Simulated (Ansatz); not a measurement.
CaO (zinc blende, space group No. 216), PBEsol (plane waves, PAW; program Ansatz). The conduction-band minimum lies at Γ, with 1 equivalent valley. Second derivatives d²E/dk² of the lowest band at one valley (eV·Å²), along Cartesian directions:

```tsv
direction	d²E/dk²
[100]	18.12
[010]	18.12
[001]	18.12
[110]	18.11
[101]	18.11
[011]	18.11
```

Question: Find the principal effective masses, the density-of-states mass and the conductivity mass.

Answer: Off-diagonal terms follow from H_xy = H[110] − (H_xx + H_yy)/2, and m*/mₑ = 7.620 eV·Å² over each eigenvalue: 0.42, 0.42, 0.42. One valley's DOS mass (m₁m₂m₃)^(1/3) = 0.42, conductivity mass 3/(Σ 1/mᵢ) = 0.42 mₑ.

Question: What effective density of states Nc follows at 300 K for parabolic valleys?

Answer: Nc = 2.509e19 × 1 × (0.42)^(3/2) ≈ 6.8e18 cm⁻³.

Question: With the computed static dielectric constant 7.08 (mean of the diagonal), estimate a hydrogenic donor's binding energy and radius.

Answer: E = 13.606 eV × 0.42/7.08² ≈ 110 meV; a = 0.529 Å × ε/m* ≈ 8.9 Å. Semilocal masses tend to be too small where the gap is.

Question: With ε∞ = 3.34 and ω_LO = 554 cm⁻¹, what Fröhlich coupling constant follows?

Answer: α = (1/ε∞ − 1/ε0) √(m* × 13.606 eV/ħω_LO) = 1.4.

Space group F-43m (zinc blende). The start of the workflow was typed in or built on a structure type; neither database checked (COD, Materials Project) lists it. It is not the phase usual at ambient conditions (space group No. 225). The PBEsol relaxation kept the symmetry of its start; phonons on a q-mesh show no instability.

Potentials: the later of the program's two PAW sets.
